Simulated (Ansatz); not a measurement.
Pt: energy along a strain

Pt, Fm-3m, a = 3.916 Å (as given, not relaxed at this level: 0.6 GPa). Ansatz: PBEsol, PAW, 420 eV, Γ-centred 20×20×20 mesh on 1 atom, Gaussian smearing 0.15 eV; no spin polarisation. Cell vectors (Å): 0.000 1.958 1.958; 1.958 0.000 1.958; 1.958 1.958 0.000. The cell is strained by x per cent times the pattern (0 0 0 0 0 1) in the order xx yy zz yz xz xy (engineering shears), with fractional coordinates held. y is the free energy over the start, V0 = 15.011 Å³/atom. Symmetry makes y even in x.

```
x (%) y (meV/atom)
-2.00          1.52
-1.00          0.38
 0.00          0.00
 0.50             ?
 1.50          0.86
 1.75          1.17
```

Q: Fit y = c2 x² + c4 x⁴ to the other rows, get the stiffness along the pattern, and predict the missing energy.

A: Least squares on the rows shown. y = 0.3840 x² − 0.0009212 x⁴. The clamped-ion stiffness p·C·p = 2 × 3.840 eV × 160.2 / 15.011 Å³ = 82 GPa, which is C66 in these axes (C44 of the cubic crystal) (second derivative at the start, which stands under stress). At x = 0.50 the fit asked for gives 0.10 meV/atom. The run gave 0.10 meV/atom, the same to the digits shown.

Spin–orbit coupling is left out, which can shift energies with elements as heavy as these.